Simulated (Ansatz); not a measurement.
Ag:
```
CELL_PARAMETERS angstrom
      5.38838     0.00000     0.00000
     -2.69419     4.66647     0.00000
      0.00000     0.00000     5.26108
ATOMIC_POSITIONS crystal
  Ag 0.00000 0.00000 0.25272
  Ag 0.00000 0.00000 0.74728
  Ag 0.33333 0.66667 0.50000
  Ag 0.66667 0.33333 0.50000
  Ag 0.00000 0.50000 0.00000
  Ag 0.50000 0.00000 0.00000
  Ag 0.50000 0.50000 0.00000
```

Relaxed with PBE. Special points in fractions of this cell's reciprocal vectors: Γ (0.000, 0.000, 0.000); M (0.500, 0.000, 0.000); K (0.333, 0.333, 0.000); A (0.000, 0.000, 0.500); L (0.500, 0.000, 0.500); H (0.333, 0.333, 0.500).

List the band energies nearest the Fermi level at these points for the program Ansatz at the PBE level (PAW).

In eV from the Fermi level; about four levels below and three above (degenerate sets whole), none deeper than 8.9 eV; points with the same levels are listed once.

| k | below | above |
|---|---|---|
| Γ | -3.00 -3.00 -2.91 -2.91 -2.37 | 0.15 0.81 0.94 |
| M | -3.12 -3.11 -3.01 -2.62 | 0.02 0.53 1.32 |
| K | -2.94 -2.94 -2.79 -2.62 | 1.45 2.61 2.61 |
| A | -3.04 -3.04 -2.83 -2.83 -2.37 | 0.83 2.35 2.35 |
| L | -2.45 -2.42 -1.96 -1.91 | 0.77 1.35 2.30 |
| H | -1.77 -1.77 -1.52 -1.26 -1.26 | 5.66 5.97 5.97 |

Space group P6/mmm. The start of the workflow was typed in or built on a structure type; neither database checked (COD, Materials Project) lists it. It is not the phase usual at ambient conditions (space group No. 225). The cell was relaxed with PBE under the symmetry of its start; its stability against distortions is not shown here. No spin polarisation was allowed. Scalar-relativistic: spin–orbit coupling is off unless named, which matters more the heavier the elements.

Potentials: the earlier of the program's two PAW sets.
